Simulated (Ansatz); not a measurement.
# NbP, first-principles data

NbP:
```xyz
2
Lattice="3.2916 0.0000 0.0000 -1.6458 2.8506 0.0000 0.0000 0.0000 3.3225" Properties=species:S:1:pos:R:3 pbc="T T T"
Nb     0.0000     0.0000     0.0000
P      1.6458     0.9502     1.6612
```

Space group P-6m2 (No. 187); conventional cell a = b = 3.2916 Å, c = 3.3225 Å, α = β = 90.00°, γ = 120.00°.

Method: plane-wave PAW PBEsol (Ansatz code). Structure relaxed to zero pressure with the same functional. Other levels are named where they apply.

**Cell and energy**

| Item | Value |
|---|---|
| Volume per atom | 15.59 Å³ |
| Density | 6.60 g/cm³ |
| Formation energy from the elements (no fitted shifts) | -1.09 eV/atom |

**Electronic structure**

| Item | Value |
|---|---|
| Electronic character | metallic (no gap) |
| Density of states at the Fermi level | 0.21 states/eV per atom (mean over ±0.08 eV) |
| Gap with spin–orbit coupling | none (metallic) |

**Mechanics**

| Property | Result |
|---|---|
| Bulk modulus (Birch–Murnaghan fit) | 193 GPa |
| Pressure derivative B′ | 4.1 |
| Elastic constants (relaxed ions, GPa) | C11 = 280, C12 = 118, C13 = 157, C33 = 412, C44 = 196 |
| Mechanical stability | stable (all eigenvalues of C positive) |
| Hill bulk and shear moduli | 199 and 120 GPa |
| Young's modulus | 300 GPa |
| Poisson's ratio | 0.25 |
| Debye temperature from the elastic constants | 564 K |

A made-up cell: these elements were put on the sites of a structure type; neither database checked (COD, Materials Project) lists it. COD files the formula under space group No. 141, so this cell is another polymorph or a model. Its standing as an ambient phase is unchecked. The cell was relaxed with PBEsol under the symmetry of its start; whether a distortion lowers the energy is not shown. The run is not spin-polarised. As this level gives no gap, shear constants depend on the k-mesh and smearing (Fermi–Dirac, 0.1 eV here). The references are the lowest solids computed at this level, not always the standard phases. Scalar-relativistic: spin–orbit coupling is off unless named, which matters more the heavier the elements.

Potentials: the later of the program's two PAW sets.
